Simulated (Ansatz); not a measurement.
# SrTiO₃ (Pm-3m), elastic constants by finite strains: input and output

Method: PBEsol, PAW on Ansatz 0.2.0's default frozen-core files (fitted under PBE), scalar-relativistic.

The cell comes from a PAW relaxation under the same functional.

Command line:

```sh
ansatz run input.yaml --threads 2 --pin off --max-ram 6144MiB --backend cpu --events-out ev --progress --plain --runs-dir out
```

input.yaml:

```yaml
crystal:
  lattice:
    - [3.8911207726, 0.0, 0.0]
    - [0.0, 3.8911207726, 0.0]
    - [0.0, 0.0, 3.8911207726]
  atoms:
    - { symbol: Sr, position: [0.5, 0.5, 0.5] }
    - { symbol: Ti, position: [0.0, 0.0, 0.0] }
    - { symbol: O, position: [0.5, 0.0, 0.0] }
    - { symbol: O, position: [0.0, 0.5, 0.0] }
    - { symbol: O, position: [0.0, 0.0, 0.5] }
kpoints:
  mp_grid: { grid: [6, 6, 6] }
scf:
  occupations: { method: fixed }
hamiltonian:
  xc: pbesol
  pseudopotentials: { kind: paw }
elastic:
  mode: relaxed_ion
  stencil: two_point
  amplitude: 0.008
```

The program printed:

```
Warning: RAYON_NUM_THREADS=2 ignored (pool sized by the plan → 2); use --threads N
Engine: ansatz 0.2.0, x86_64-unknown-linux-gnu
Pseudopotentials: kind: paw
Pseudopotential: Sr, paw, valence charge 10, recommended cutoff 420 eV (normal), Sr.paw.azcp
Pseudopotential: Ti, paw, valence charge 12, recommended cutoff 420 eV (normal), Ti.paw.azcp
Pseudopotential: O, paw, valence charge 6, recommended cutoff 420 eV (normal), O.paw.azcp
Functional definition: PBEsol
  exchange = pbesol_x
  correlation = pbesol_c
Crystal: 5 atoms, lattice volume = 58.915 Å³
Basis set: ecut = 420 eV, 1189 PW (Γ), exchange–correlation on 54×54×54 points (8 copies of the dense FFT grid, shifted against one another)
Bands: 25, of which v1, the nominal top of the filled ones, is band 20 counted from 1 (19 counted from 0)
Symmetry: 48 space group operations
Space group: Pm-3m (ITA 221), of the structure as read, at distance tolerance 3.9e-5 Å
k-points: 20 of 216
Non-local potential: Sr, projectors of the file, l = 0: 3, l = 1: 2, l = 2: 2
Non-local potential: Ti, projectors of the file, l = 0: 3, l = 1: 2, l = 2: 3, l = 3: 1
Non-local potential: O, projectors of the file, l = 0: 2, l = 1: 2, l = 2: 1
PAW form: soft (Blöchl's): semilocal exchange-correlation on the pseudo side does not see the compensation charge
PAW frozen core: Sr, regenerated for the run's functional, and the local potential with it (the file was generated under x = pbe(κ = 0.804, μ = 0.2195149727645171), c = pbe(β = 0.06672455060314922))
PAW frozen core: Ti, regenerated for the run's functional, and the local potential with it (the file was generated under x = pbe(κ = 0.804, μ = 0.2195149727645171), c = pbe(β = 0.06672455060314922))
PAW frozen core: O, regenerated for the run's functional, and the local potential with it (the file was generated under x = pbe(κ = 0.804, μ = 0.2195149727645171), c = pbe(β = 0.06672455060314922))
PAW one-centre angular grid: Sr, 110 points (default); XC on 64 Gauss nodes
[... 101 lines left out ...]
  E_smearing   = -0.000000  (= −TS)
  E_closure    = -0.000000  (closes the sum)
  Σ components = -7657.242264   (vs F -7657.242264, Δ=0.00e0)
--- Forces (eV/Å), atoms counted from 1 ---
  atom   1  Sr     0.00000000    -0.00000000    -0.00000000
  atom   2  Ti    -0.00000000    -0.00000000     0.00000000
  atom   3  O      0.00000000    -0.00000000    -0.00000000
  atom   4  O      0.00000000     0.00000000     0.00000000
  atom   5  O      0.00000000     0.00000000     0.00000000
  max |Σ_I F_I| component: 5.98e-29 eV/Å
--- Stress (GPa, compression-positive) ---
        0.000452       0.000000      -0.000000
        0.000000       0.000452      -0.000000
       -0.000000       0.000000       0.000452
  P = ⅓ Tr σ = 0.0005 GPa (0.005 kbar)
--- Elastic constants: 2 strain directions × 2 members + reference (group order 48) ---
  dense FFT box of the reference and of every strained cell: 27×27×27
  strains applied: 11, 23; error gains: componentwise 1.00 (the most a stress slope's error grows in a printed constant), spectral 1.73 (1 for all six strains in a standard setting)
  C = ∂σ_k/∂η_j (tension-positive GPa; Voigt order 11 22 33 23 13 12):
       350.744    103.817    103.817     -0.000     -0.000     -0.000
       103.817    350.744    103.817     -0.000     -0.000     -0.000
       103.817    103.817    350.744     -0.000     -0.000     -0.000
         0.000     -0.000     -0.000    114.338      0.000      0.000
         0.000      0.000     -0.000      0.000    114.338      0.000
         0.000     -0.000      0.000      0.000      0.000    114.338
  reference stress σ⁰ (GPa):     -0.000     -0.000     -0.000      0.000      0.000     -0.000
  C* (energy form; C + prestress term) asymmetry max|C*_kj − C*_jk| = 7.105e-14 GPa — a small one proves nothing (zero by symmetry where the batch's group is 432, −43m or m−3m); a large one is finite-difference/SCF noise where ...
  moduli (Voigt/Reuss/Hill, GPa): K = 186.13/186.13/186.13   G = 117.99/117.82/117.90   E = 292.05   ν = 0.238
  mechanically stable: yes (min eigenvalue of sym C = 114.34 GPa)
  strain η (Voigt 11):  stress-route row diagonal C_11 = 350.74 GPa, energy-path curvature d²(F+E_count+ΔE)/dδ²/Ω₀ = 349.61 GPa
         δ    σ_11 (GPa)             F (eV)   n_scf  n_hpsi   n_pw
    -8.000e-3      -2.9244       -7657.2380398      11   23149   1173   relax 0 steps, max|allowed force component| 2.98e-29 eV/Å
     8.000e-3       2.6875       -7657.2382908       9   19802   1189   relax 0 steps, max|allowed force component| 2.48e-30 eV/Å
  strain η (Voigt 23):  stress-route row diagonal C_44 = 114.34 GPa, energy-path curvature d²(F+E_count+ΔE)/dδ²/Ω₀ = 114.37 GPa
         δ    σ_23 (GPa)             F (eV)   n_scf  n_hpsi   n_pw
    -8.000e-3      -0.9147       -7657.2408998      11   28410   1181   relax 0 steps, max|allowed force component| 3.04e-29 eV/Å
     8.000e-3       0.9147       -7657.2408998       9   24965   1181   relax 0 steps, max|allowed force component| 3.05e-29 eV/Å
```

The calculation finished and met its thresholds.

### Strained cells

Elastic constants of a crystal by Kohn-Sham DFT: slopes of the stress over finite engineering strains of the given cell, Voigt indices, Cartesian axes as in the input; stress of each strained cell less that at rest, tension positive.

```tsv
strain component	strain	stress xx (GPa)	stress yy (GPa)	stress zz (GPa)	stress yz (GPa)	stress xz (GPa)	stress xy (GPa)	relaxation steps
xx	-0.008	-2.924	-0.8464	-0.8464	0	0	0	0
xx	0.008	2.688	0.8146	0.8146	0	0	0	0
yz	-0.008	-0.0028	-0.0048	-0.0048	-0.9147	0	0	0
yz	0.008	-0.0028	-0.0048	-0.0048	0.9147	0	0	0
```

**Elastic moduli**

Hill averages of a grain aggregate, Debye temperature from the mean sound speed over directions.

| Property | Result |
| --- | --- |
| Bulk modulus | 186.1 GPa |
| Shear modulus | 117.9 GPa |
| Young modulus | 292 GPa |
| Poisson ratio | 0.2385 |
| Bulk over shear modulus | 1.579 |
| Elastic anisotropy index | 0.0071 |
| Least young modulus | 284.7 GPa |
| Largest young modulus | 303.3 GPa |
| Longitudinal sound speed | 8148 m/s |
| Transverse sound speed | 4775 m/s |
| Elastic debye temperature | 692.5 K |
| Linear compressibility (x, y, z) | 1.791, 1.791, 1.791 1/TPa |
| Zener ratio | 0.9261 |
| Cauchy pressure | -10.52 GPa |

Elastic constants:

| Item | Value |
| --- | --- |
| Pressure at rest | 0 GPa |
| Least elastic eigenvalue | 114.3 GPa |
| Elastically stable | yes |

| index | elastic (GPa) |
| --- | --- |
| 11 | 350.7 |
| 12 | 103.8 |
| 44 | 114.3 |

Known limits: frozen-core PAW files fitted under PBE, their cores solved anew for the functional of the run; cubic perovskites of this kind tilt or polarise below some temperature, which these cells can't show.

Time and hardware: 6.9 s on 2 threads of Intel(R) Xeon(R) Platinum 8488C (Sapphire Rapids), with other jobs on the host, peak memory 0.45 GiB.
